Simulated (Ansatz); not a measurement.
Fixed-spin-moment curve of MnRu (P-6m2)

Geometry: a structure from the Materials Project; nothing is relaxed.

Common settings: PBEsol, 13×13×7 k mesh, Fermi–Dirac smearing of 0.05 eV. PAW means Ansatz 0.2.0 on its default frozen-core files; LAPW is all-electron LAPW in Ansatz 0.2.0. Site moments are integrated in spheres about the atoms, whose radii differ between the methods.

The first input and its command:

```yaml
crystal:
  lattice:
    - [2.6252191426, 0.0, 0.0]
    - [-1.3126095713, 2.273506468, 0.0]
    - [0.0, 0.0, 4.06550715]
  atoms:
    - { symbol: Mn, position: [0.6666666667, 0.3333333333, 0.5], spin: 4.0 }
    - { symbol: Ru, position: [0.3333333333, 0.6666666667, 0.0], spin: 1.5 }
magnetization:
  spin_polarized: true
kpoints:
  mp_grid: { grid: [13, 13, 7] }
scf:
  occupations: { method: fermi_dirac, width: 0.05 }
  lower_state_search: "off"
hamiltonian:
  xc: pbesol
  pseudopotentials: { kind: paw }
output:
  forces: true
  stress: true
  eigenvalues: true
  populations: true
  dos: { projected: true, de: 0.1, e_range: [-8, 5] }
  write_density: true
  write_potential: true
  elf: true
  volumetric_format: npy
```

Command: `ansatz run input.yaml --threads 1 --pin off --max-ram 3072MiB --backend cpu --events-out ev --progress --plain --runs-dir out`

The input for «total moment held at 1.8 μB» by PAW differs from it in these lines, output keys apart:

```diff
-    - { symbol: Mn, position: [0.6666666667, 0.3333333333, 0.5], spin: 4.0 }
-    - { symbol: Ru, position: [0.3333333333, 0.6666666667, 0.0], spin: 1.5 }
+    - { symbol: Mn, position: [0.6666666667, 0.3333333333, 0.5], spin: 0.9 }
+    - { symbol: Ru, position: [0.3333333333, 0.6666666667, 0.0], spin: 0.9 }
+  initial_magnetization: 1.8
+  spin_locking: { lock_magnetization: hard }
```

The input for «total moment held at 1.2 μB» by LAPW differs from it in these lines, output keys apart:

```diff
-    - { symbol: Mn, position: [0.6666666667, 0.3333333333, 0.5], spin: 4.0 }
-    - { symbol: Ru, position: [0.3333333333, 0.6666666667, 0.0], spin: 1.5 }
+    - { symbol: Mn, position: [0.6666666667, 0.3333333333, 0.5], spin: 0.6 }
+    - { symbol: Ru, position: [0.3333333333, 0.6666666667, 0.0], spin: 0.6 }
+  initial_magnetization: 1.2
+  spin_locking: { lock_magnetization: hard }
-  pseudopotentials: { kind: paw }
+  pseudopotentials: { kind: all_electron, lapw: { basis_error: 0.001 } }
```

The total moment M of the cell is held by giving each spin its own Fermi level. Half their difference over μB is the field that would hold M, so μB·B = dF/dM. Energies count from each method's free run. The held moment starts spread evenly over Mn1, Ru2.

The free PAW run: The moments died out: the run ends unmagnetised.

```csv
M (μB/cell),ΔF PAW (meV/cell),ΔF LAPW (meV/cell),"B, PAW (T)","largest site moment, PAW (μB)","pressure, PAW (GPa)"
0.00,0.0,0.0,–,0.00,-4.5
0.40,+15.0,–,+1098,0.40,-3.9
0.80,+56.8,+56.7,+2655,0.76,-2.4
1.20,+133.2,+133.1,+3760,1.12,0.0
1.80,+276.4,–,+4474,1.65,4.9
2.40,+442.5,–,+5035,2.16,11.2
3.20,+697.7,+697.0,+6502,2.79,21.2
```

Separate runs put a uniform field on the spins (g = 2):

```
field (T)  M PAW (μB/cell)  M LAPW (μB/cell)
      200            0.046             0.046
     1000            0.351             0.352
     3000            0.891             0.892
```

The PAW files were made with PBE; the program remakes their cores once for the run's functional and then keeps them frozen. The Ansatz runs typed with the search for lower states off end where their start leads. None of this fixes the real material's magnetic order: only patterns that fit the cell were computed, at zero temperature, with a functional that can overstate moments.
